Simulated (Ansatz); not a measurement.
Theory: Ansatz 0.2.0, DFT PBE, scalar-relativistic, plane waves, PAW. All cells share a 420 eV cutoff and Γ-centred k meshes spaced at most about 0.3 Å⁻¹ (about 0.25 or finer for metals, 2π included). No spin polarisation in the final relaxations.

All energies are static (0 K, no zero-point motion).

Two forms of Li3ZrN2 were relaxed alike.

A.

Space group P6/mmm (No. 191). a = 4.484 Å, b = 4.484 Å, c = 3.281 Å, α = 90.00°, β = 90.00°, γ = 120.00°
```
atom  site  symmetry       x       y       z
  Li    3g       mmm  0.5000  0.0000  0.5000
  Zr    1a     6/mmm  0.0000  0.0000  0.0000
   N    2c      -6m2  0.3333  0.6667  0.0000
```

B.

Space group R-3m:H (No. 166). a = 6.143 Å, b = 6.143 Å, c = 8.097 Å, α = 90.00°, β = 90.00°, γ = 120.00°
```csv
atom,site,symmetry,x,y,z
Li,9e,.2/m,0.1667,0.3333,0.3333
Zr,3a,-3m,0.0000,0.0000,0.0000
N,6c,3m,0.3333,0.6667,0.4146
```

Question: Which form is favoured at zero pressure, and by what margin per atom?

Answer: B is lower, by 12 meV/atom. A has space group P6/mmm (No. 191), 9.5 Å³/atom and no gap on its mesh; B has space group R-3m (No. 166), 14.7 Å³/atom and no gap. Counting N atoms around Li and Zr (those within 1.25 times the shortest such distance or 1.15 times the sum of covalent radii, 1.27 where that leaves under three), A has Li 4, Zr 6 and B has Li 2, Zr 2. The lower one is the more open, so pressure narrows the difference. Both come from invented guesses. A third cell relaxed alike, in Pm, lies 0.55 eV/atom below the lower of the two.

The k mesh leaves some 4 meV/atom of noise in the energy of each metallic cell. Cells relaxed within their symmetry can be saddle points.
